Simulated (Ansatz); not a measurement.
# TaN (Fm-3m), two-dimensional strain map

Method: Ansatz 0.2.0, DFT PBEsol, scalar-relativistic, plane waves, PAW. Settings: plane waves to 420 eV, k-mesh 18×18×18 (Γ-centred), Gaussian smearing 0.15 eV. Spin–orbit coupling is left out, which can shift energies with elements as heavy as these. No spin polarisation. Energies are free energies at this smearing, counted from the undisturbed cell; pressure is positive in compression.

Reference structure (as given, not relaxed at this level; it stands at 4.4 GPa; this rock-salt form isn't the usual structure):

```yaml
crystal:
  lattice:
    - [0.00000, 2.17900, 2.17900]
    - [2.17900, 0.00000, 2.17900]
    - [2.17900, 2.17900, 0.00000]
  atoms:
    - { symbol: Ta, position: [0.50000, 0.50000, 0.50000] }
    - { symbol: N, position: [0.00000, 0.00000, 0.00000] }
```

The cell is strained by p along both x and y and by q along z, fractional coordinates fixed. Points are written (p, q).

Energy above the undisturbed cell in meV/atom (a dash: not computed):

| p \ q | -0.080 | 0.000 | 0.080 |
| --- | --- | --- | --- |
| -0.080 | 988.3 | 588.2 | ? |
| 0.000 | ? | 0.0 | 91.4 |
| 0.080 | 352.3 | 250.0 | – |

(1) Fill in the withheld energies.

Answers

(1) (-0.080, 0.080): 515.0; (0.000, -0.080): 261.0.